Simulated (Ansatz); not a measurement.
TaN, DFT, PBEsol, all-electron LAPW, scalar-relativistic (Ansatz 0.2.0), run on 1 thread of Intel(R) Xeon(R) Platinum 8488C (Sapphire Rapids) on a shared host.

The geometry is COD entry 1538016, unchecked; take it as a test cell. The listed cell was then made from it by scaling, straining or moving an atom.

Command: `ansatz run input.yaml --threads 1 --pin off --max-ram 3072MiB --backend cpu --events-out ev --progress --plain --runs-dir out`

```yaml
crystal:
  lattice:
    - [2.9379988584, 0.0, 0.0]
    - [-1.4689994292, 2.5443816477, 0.0]
    - [0.0, 0.0, 2.82534]
  atoms:
    - { symbol: Ta, position: [0.3333333333, 0.6666666667, 0.5] }
    - { symbol: "N", position: [0.0, 0.0, 0.0] }
kpoints:
  mp_grid: { grid: [12, 12, 10] }
  band_path:
    path:
      - [0.0, 0.0, 0.0]
      - [0.5, 0.0, 0.0]
      - [0.3333333333, 0.3333333333, 0.0]
      - [0.0, 0.0, 0.0]
      - [0.0, 0.0, 0.5]
      - [0.5, 0.0, 0.5]
      - [0.3333333333, 0.3333333333, 0.5]
      - [0.0, 0.0, 0.5]
      - [0.5, 0.0, 0.5]
    npoints: 5
scf:
  occupations: { method: fermi_dirac, width: 0.02 }
hamiltonian:
  xc: pbesol
  pseudopotentials: { kind: all_electron, lapw: { basis_error: 0.0005 } }
output:
  forces: true
  stress: true
  eigenvalues: true
```

Question: How large is the problem that the program sets up?

Answer: 114 irreducible k-points, 381 plane waves at Γ, 30 bands.

Question: Estimate the wall time and the peak memory.

Answer: 36 s of wall time for 8 SCF iterations, with a peak of 0.52 GiB. Times on shared machines scatter by tens of per cent.
